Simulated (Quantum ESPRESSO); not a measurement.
## ZrNb2O6F2 (a curve over one atom's position)

Simulated, not a measurement. The program is pw.x of Quantum ESPRESSO 7.5 (plane-wave density functional theory). The cell is made up: 11 atoms on a fluorite lattice with one site empty, with randomly drawn elements, strain and displacements, not relaxed. PseudoDojo standard norm-conserving files (v0.5 for PBE, v0.4.1 for LDA and PBEsol) set the functional; there is no spin polarisation, spin-orbit coupling or dispersion term, and the masses in the input are unused placeholders. A spin-polarised start on this cell or one of its family kept no moment above 0.05 Bohr magneton at the same smearing; a narrower smearing was not tried.

Seven runs move atom 5 (O, counted in the order of the input) along z and keep all else fixed.

Input of the run at -0.0326:

```
&control calculation='scf', pseudo_dir='./dojo.nc.sr.pbe.v0_5.standard.upf', outdir='./o', disk_io='medium', tprnfor=.true., tstress=.true. /
&system ibrav=0, nat=11, ntyp=4, nbnd=50, ecutwfc=84.00895049, nosym=.true., tot_charge=0,
 occupations='smearing', smearing='fd', degauss=0.0018374661
/
&electrons conv_thr=7.350e-09, electron_maxstep=60, /
ATOMIC_SPECIES
F 1.0 F.upf
Nb 1.0 Nb.upf
O 1.0 O.upf
Zr 1.0 Zr.upf
CELL_PARAMETERS angstrom
5.1179 0.0 0.0
0.0 5.1179 0.0
0.0 0.0 5.1179
ATOMIC_POSITIONS angstrom
Zr 0.0369 2.5618 2.5615
Nb 2.5666 -0.0016 2.541
Nb 2.5072 2.565 0.0238
O 1.3354 1.2906 1.2343
O 1.2664 1.2764 3.7962
O 1.3126 3.8253 1.3023
O 1.2763 3.8375 3.8113
F 3.8796 1.2825 1.2868
O 3.816 1.2911 3.8165
F 3.8661 3.8185 1.2586
O 3.8213 3.8377 3.8197
K_POINTS automatic
4 4 4 1 1 1
```

```
shift of atom 5 along z (Å)  free energy less that of the input shown (eV)  Fx on atom 5 (eV/Å)  Fy on atom 5 (eV/Å)  Fz on atom 5 (eV/Å)  pressure (GPa)  next band up at Gamma (eV)  iterations
                    -0.1606                                        -0.0470                2.018                0.016                0.040          -16.64                       0.456          19
                    -0.0326                                         0.0000                1.881                0.473               -0.743          -17.39                       0.394          19
                    +0.0749                                         0.1099                1.809                0.796               -1.291          -17.67                       0.395          19
                    +0.0965                                         0.1389                1.799                0.854               -1.396          -17.68                       0.401          19
                    +0.1305                                         0.1892                1.785                0.940               -1.559          -17.69                       0.412          19
                    +0.1650                                         0.2458                1.773                1.020               -1.722          -17.66                       0.426          19
```

Question: one run is left out of the table, at -0.0853. Estimate its Fz on atom 5 (eV/Å).

Answer: -0.443. The whole row:

```
shift of atom 5 along z (Å)  free energy less that of the input shown (eV)  Fx on atom 5 (eV/Å)  Fy on atom 5 (eV/Å)  Fz on atom 5 (eV/Å)  pressure (GPa)  next band up at Gamma (eV)  iterations
                    -0.0853                                        -0.0314                1.930                0.293               -0.443          -17.14                       0.412          18
```

A cubic fit gives dFz/dz = -5.21 eV/Å² at zero shift. Across the table the free energy follows the integral of the force to within 0.1 meV. A rerun of one of the cells at a cutoff of 1467 eV and k mesh 6 x 6 x 6 moved values by no more than 0.003 eV in energy, 0.07 GPa in stress and 0.010 eV/Å in force. The band column is the level of band 45 at Gamma less that of band 44, whose number is half the electron count, rounded up; it comes from a band step after each run.